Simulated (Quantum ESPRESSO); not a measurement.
Parts of the isotropic shielding in ZnS, by PBE GIPAW (a modified build of Quantum ESPRESSO, JTH PAW datasets), 20 Ha, k-mesh 8×8×4 shifted:

```
CELL_PARAMETERS angstrom
      3.80580     0.00000     0.00000
     -1.90290     3.29592     0.00000
      0.00000     0.00000     6.23798
ATOMIC_POSITIONS crystal
  Zn 0.33333 0.66667 0.00014
  Zn 0.66667 0.33333 0.50014
  S  0.33333 0.66667 0.37486
  S  0.66667 0.33333 0.87486
```
The cell comes from the Materials Project (a computed structure). It is ZnS in P6₃mc. Stability against distortions was not tested.

The core term is that of the free atom's frozen core; the paramagnetic column sums the reconstruction terms. Shieldings are absolute and leave out the bulk-susceptibility term; a larger σ means a smaller chemical shift. By our sweeps, such settings leave a few ppm in absolute σ on light atoms and up to some 20 ppm from Zn on. The datasets of S hold no d projectors, which limits absolute σ on these atoms. The structure is static (0 K, no zero-point motion).

```json
[
 {"site": "Zn (atoms 1, 2)", "core": "2275.3", "bare (smooth current)": "22.5", "diamagnetic correction": "234.8", "paramagnetic corrections": "(withheld)", "σ_iso (ppm)": "(withheld)"},
 {"site": "S (atoms 3, 4)", "core": "979.8", "bare (smooth current)": "39.2", "diamagnetic correction": "-10.2", "paramagnetic corrections": "(withheld)", "σ_iso (ppm)": "(withheld)"}
]
```

Problem. Fill in the missing entries.

Solution. 
- Zn (atoms 1, 2), paramagnetic corrections: -1311.6
- Zn (atoms 1, 2), σ_iso (ppm): 1220.9
- S (atoms 3, 4), paramagnetic corrections: -364.3
- S (atoms 3, 4), σ_iso (ppm): 644.5
